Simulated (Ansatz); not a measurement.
The following input was run with Ansatz 0.2.0.

```yaml
crystal:
  lattice:
    - [1.26105, 0.728067557, 14.415]
    - [-1.26105, 0.728067557, 14.415]
    - [0.0, -1.4561351139, 14.415]
  atoms:
    - { symbol: C, position: [0.01786, 0.01786, 0.01786] }
    - { symbol: C, position: [0.98214, 0.98214, 0.98214] }
    - { symbol: C, position: [0.17262, 0.17262, 0.17262] }
    - { symbol: C, position: [0.82738, 0.82738, 0.82738] }
    - { symbol: C, position: [0.20833, 0.20833, 0.20833] }
    - { symbol: C, position: [0.79167, 0.79167, 0.79167] }
    - { symbol: C, position: [0.26786, 0.26786, 0.26786] }
    - { symbol: C, position: [0.73214, 0.73214, 0.73214] }
    - { symbol: C, position: [0.30357, 0.30357, 0.30357] }
    - { symbol: C, position: [0.69643, 0.69643, 0.69643] }
    - { symbol: C, position: [0.41071, 0.41071, 0.41071] }
    - { symbol: C, position: [0.58929, 0.58929, 0.58929] }
    - { symbol: C, position: [0.44643, 0.44643, 0.44643] }
    - { symbol: C, position: [0.55357, 0.55357, 0.55357] }
basis:
  ecutwfc: 420
kpoints:
  mp_grid: { grid: [12, 12, 12] }
hamiltonian:
  xc: lda
scf:
  occupations: { method: gaussian, width: 0.02 }
output:
  forces: true
  stress: true
  eigenvalues: true
  populations: true
```

Command:
```bash
ansatz run input.yaml --threads 4 --pin off --max-ram 10240MiB --backend cpu --events-out ev --progress --plain --runs-dir out
```

Level of theory: Ansatz 0.2.0, DFT LDA, scalar-relativistic, plane waves, PAW.

Abridged output (final results; tables in files aren't shown):

```
SCF 1 converged in 6 iterations: F = -3401.714869 eV  dr2 = 5.43e-9
SCF converged after 6 iterations
Free energy (F): -3401.714869 eV
Harris-Foulkes:  -3401.714869 eV  (|F-HF|=2.90e-9)
Internal energy: -3401.714869 eV  (E = F + TS)
E sigma→0 (E₀):  -3401.714869 eV
Fermi energy:    15.310057 eV
--- Per-component energies (eV) ---
  E_band       = 232.493074
  E_kinetic    = 1290.979107
  E_local      = -872.217331  (includes V_loc(G=0)·N_el)
  E_nonlocal   = 387.729538
  E_hartree    = 186.807708
  E_xc         = -676.733586
  E_vxc        = -842.361796  (∫ρ·V_xc dr)
  E_paw        = -1284.481290  (= ΣΔE_a)
  E_vpaw       = -105.251436  (= ΣTr[D̂ρ^β])
  E_aug_tail   = 0.000150  (compensation charges beyond the density's cutoff)
  E_ewald      = -2434.678819
  E_core_change = 0.879655  (= ΣΔE_core)
  E_smearing   =  0.000000  (= −TS)
--- Forces (eV/Å), atoms counted from 1 ---
  atom   1  C      0.00000000     0.00000000    -0.01624664
  atom   2  C      0.00000000     0.00000000     0.01624664
  atom   3  C      0.00000000     0.00000000     0.02035060
  atom   4  C      0.00000000     0.00000000    -0.02035060
  atom   5  C      0.00000000     0.00000000    -0.30790688
  atom   6  C      0.00000000     0.00000000     0.30790688
  atom   7  C      0.00000000     0.00000000     0.30936873
  atom   8  C      0.00000000     0.00000000    -0.30936873
  atom   9  C      0.00000000     0.00000000    -0.01532021
  atom  10  C      0.00000000     0.00000000     0.01532021
  atom  11  C      0.00000000     0.00000000    -0.32906304
  atom  12  C      0.00000000     0.00000000     0.32906304
  atom  13  C      0.00000000     0.00000000     0.33387385
  atom  14  C      0.00000000     0.00000000    -0.33387385
--- Stress (GPa, compression-positive) ---
      -15.173325       0.000000       0.000000
        0.000000     -15.173325       0.000000
        0.000000       0.000000      -8.073181
  P = ⅓ Tr σ = -12.8066 GPa (-128.066 kbar)
--- Band table (eV; the first three rows and the last of 189) ---
  k-point 0: bands = ["-8.2731", "-7.7276", "-7.6903", "-6.0457", "-6.0320", "-3.4173", "-3.4154", "0.9131", "0.9225", "5.3186", "5.3414", "10.0877", "10.1539", "10.2851", "10.2851", "10.3143", "10.3143", "11.0143", "11.0143", "11.0895", "11.0895", "12.2553", "12.2553", "12.3640", "12.3640", "13.0096", "13.1403", "13.1403", "18.4256", "18.4256", "18.7410", "19.2706", "19.2706", "19.6621", "19.6621", "19.9139", "20.2904", "20.8026", "20.8026", "21.0627", "21.0901", "21.0901"]
  k-point 1: bands = ["-8.1022", "-7.5752", "-7.5024", "-5.9333", "-5.8107", "-3.3373", "-3.1802", "0.9627", "1.1701", "5.3013", "5.5633", "9.4162", "9.5065", "9.9016", "9.9291", "9.9498", "10.1544", "10.1952", "10.4184", "10.6645", "10.7881", "11.4361", "11.7380", "11.9723", "12.1146", "12.4334", "12.7514", "12.8822", "18.5106", "18.8137", "18.9683", "19.1765", "19.6169", "19.6871", "20.0341", "20.3180", "20.6520", "20.8467", "21.0585", "21.3067", "21.5292", "21.5972"]
  k-point 2: bands = ["-7.5911", "-7.0954", "-6.9654", "-5.4947", "-5.2526", "-2.9430", "-2.6349", "1.2989", "1.6993", "5.4513", "5.9343", "7.4289", "7.5911", "8.1387", "8.5956", "9.0660", "9.1274", "9.3361", "9.8562", "9.8854", "10.0175", "10.0453", "10.5001", "10.8315", "11.2873", "11.4618", "12.1244", "12.2370", "18.1950", "18.6258", "19.1569", "19.7125", "19.7457", "20.2086", "20.7056", "20.8519", "20.9806", "21.2614", "21.4222", "21.7160", "22.4389", "22.5955"]
  k-point 188: bands = ["-8.1371", "-8.1267", "-7.0175", "-6.9993", "-4.8262", "-4.8117", "-2.4129", "-0.3174", "2.9894", "3.0218", "7.7388", "7.7691", "10.2044", "10.2044", "10.5273", "10.5273", "10.6516", "10.6516", "11.6091", "11.6091", "11.6828", "11.6828", "12.1038", "12.1296", "12.8787", "12.8787", "12.9054", "12.9054", "18.6880", "18.6880", "18.7607", "18.7607", "19.1940", "19.2620", "20.1693", "20.1693", "20.4288", "20.4288", "20.6496", "20.9319", "21.2110", "21.2110"]
--- Löwdin populations: 14 sites ---
  site symbol q [e]
     0      C      3.9870
     1      C      3.9870
     2      C      3.9868
     3      C      3.9868
     4      C      3.9817
     5      C      3.9817
     6      C      3.9818
     7      C      3.9818
     8      C      3.9867
     9      C      3.9867
    10      C      3.9923
    11      C      3.9923
    12      C      3.9923
    13      C      3.9923
  spilling = 0.003261 (of n_electrons = 56.000000)
```

The run converged.

Time: 5.4 s on 4 threads of Intel(R) Xeon(R) 6975P-C (Granite Rapids), with other jobs on the host, peak memory 0.76 GiB.